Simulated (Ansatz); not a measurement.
GaAs:
```
GaAs
1.0
    0.00000     2.83325     2.83325
    2.83325     0.00000     2.83325
    2.83325     2.83325     0.00000
As Ga
1 1
Direct
  0.75000   0.75000   0.75000
  0.00000   0.00000   0.00000
```

Relaxed with r²SCAN. Special points in fractions of this cell's reciprocal vectors: Γ (0.000, 0.000, 0.000); X (0.500, 0.000, 0.500); U (0.625, 0.250, 0.625); K (0.375, 0.375, 0.750); L (0.500, 0.500, 0.500); W (0.500, 0.250, 0.750).

Task: List the band energies nearest the valence-band maximum at these points for DFT-r²SCAN in the program Ansatz with PAW potentials.

Result: In eV from the valence-band maximum; about four levels below and three above (degenerate sets whole), none deeper than 8.9 eV; points with the same levels are listed once.

| k | below | above |
|---|---|---|
| Γ | 0.00 0.00 0.00 | 0.96 4.05 4.05 4.05 |
| X | -6.95 -2.75 -2.75 | 1.78 1.96 10.82 10.82 |
| U | -6.76 -3.93 -2.32 | 2.28 5.02 8.52 |
| L | -6.77 -1.17 -1.17 | 1.35 4.99 4.99 |
| W | -6.76 -3.61 -3.40 | 5.00 5.07 5.90 |

Space group F-43m (zinc blende). Symmetry was held in the r²SCAN relaxation. Spin–orbit coupling is left out wherever it is not named.

Potentials: the later of the program's two PAW sets.
